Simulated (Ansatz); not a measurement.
AlCo (CsCl type, space group No. 221) at seven volumes, plane-wave PAW LDA (Ansatz code), scaled uniformly. One row is withheld.

```json
[
 {"V (Å³/atom)": "9.922", "P (GPa)": "23.93"},
 {"V (Å³/atom)": "10.249", "P (GPa)": "14.65"},
 {"V (Å³/atom)": "10.576", "P (GPa)": "6.74"},
 {"V (Å³/atom)": "10.903", "P (GPa)": "-0.01"},
 {"V (Å³/atom)": "11.230", "P (GPa)": "-5.78"},
 {"V (Å³/atom)": "11.557", "P (GPa)": "-10.69"},
 {"V (Å³/atom)": "11.884", "P (GPa)": "?"}
]
```

Task: Fit the shown pressures and predict the withheld one.

Result: P = (3/2)B₀(x^(7/2) − x^(5/2))[1 + (3/4)(B′ − 4)(x − 1)] with x = (V₀/V)^(2/3). Least squares on the six rows gives V₀ = 10.903 Å³/atom, B₀ = 208 GPa, B′ = 4.26. At V = 11.884, x = 0.9442 and P = -14.92 GPa. The run itself gave -14.89 GPa.

Space group Pm-3m (CsCl type). The cell was relaxed with LDA under the symmetry of its start; of distortions, only those at the zone centre were tested. No spin polarisation was allowed.

Potentials: the later of the program's two PAW sets.
